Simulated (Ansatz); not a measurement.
The start is a generated cell, CdS built in the 6H structure type. Cell shape, volume and atoms are optimised at zero target pressure with PBE (plane waves to 420 eV, PAW, scalar-relativistic; Ansatz, a quantum-chemistry and plane-wave program). The first steps use a coarse 5×5×1 k-mesh.

Starting cell:
```yaml
crystal:
  lattice:
    - [4.13965, 0.00000, 0.00000]
    - [-2.06982, 3.58504, 0.00000]
    - [0.00000, 0.00000, 20.31307]
  atoms:
    - { symbol: Cd, position: [0.00000, 0.00000, 0.00000] }
    - { symbol: Cd, position: [0.00000, 0.00000, 0.50000] }
    - { symbol: Cd, position: [0.66667, 0.33333, 0.83325] }
    - { symbol: Cd, position: [0.33333, 0.66667, 0.33325] }
    - { symbol: Cd, position: [0.66667, 0.33333, 0.16650] }
    - { symbol: Cd, position: [0.33333, 0.66667, 0.66650] }
    - { symbol: S, position: [0.00000, 0.00000, 0.87460] }
    - { symbol: S, position: [0.00000, 0.00000, 0.37460] }
    - { symbol: S, position: [0.66667, 0.33333, 0.70785] }
    - { symbol: S, position: [0.33333, 0.66667, 0.20785] }
    - { symbol: S, position: [0.66667, 0.33333, 0.04150] }
    - { symbol: S, position: [0.33333, 0.66667, 0.54150] }
```

Problem. What pressure does the first self-consistent step give?

Solution. +2.1 GPa (positive: the cell is compressed).

Problem. By how much does the energy per atom fall from start to end?

Solution. 6 meV/atom.

Problem. How does the volume change?

Solution. +3.6 %, from 25.12 to 26.03 Å³/atom.

Problem. How do the shortest distances between atoms change?

Solution. The closest pairs of elements (up to four, under 3.6 Å), start → end: Cd–S 2.53 → 2.57 Å.

The space group stays P6₃mc (No. 186) (the run could not lower it); the end is AFLOW prototype AB_hP12_186_a2b_a2b (B6, as in SiC), with 12 atoms in the primitive cell. Final values are on a 7×7×2 k-mesh of the relaxed cell. No spin polarisation in the result.

The run could not lose the symmetry of its start.

The first start was generated by placing the elements on the sites of a structure type. A measured structure of CdS has the same space group, P6₃mc (No. 186); the sites were not compared with it.
